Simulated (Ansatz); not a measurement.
Ga$_{4}$SbAs$_{3}$: zone-centre modes

Computed with DFT PBE, scalar-relativistic, plane waves, PAW in Ansatz 0.2.0. Cutoff 420 eV, 6×6×6 k-points (Γ-centred), Fermi-Dirac smearing of 0.15 eV. No spin polarisation. Phonons by linear response, acoustic sum rule imposed.

The cell, relaxed at this level:
```
CELL_PARAMETERS angstrom
5.86860 0.00000 0.00000
0.00000 5.86860 0.00000
0.00000 0.00000 5.86860
ATOMIC_POSITIONS crystal
Ga 0.24177 0.75823 0.75823
Ga 0.24177 0.24177 0.24177
Ga 0.75823 0.75823 0.24177
Ga 0.75823 0.24177 0.75823
Sb 0.50000 0.50000 0.50000
As 0.00000 0.50000 0.00000
As 0.00000 0.00000 0.50000
As 0.50000 0.00000 0.00000
```

It was reached by relaxing an invented guess, and it needn't be the stable form of this composition. In a metal, frequencies depend on the k mesh and the smearing, soft modes most. Spin–orbit coupling is left out, which matters for heavy elements.

Q: Is this structure stable against zone-centre distortions?

A: Yes, at Γ: no optical mode is imaginary. Strains and other wave vectors aren't tested by this run.

Q: List the optical modes at Γ (i marks imaginary ones).

A:
```tsv
frequency (meV)	degeneracy
8.2	3
8.6	3
23.5	3
25.9	2
27.1	3
27.5	3
27.6	1
29.4	3
```
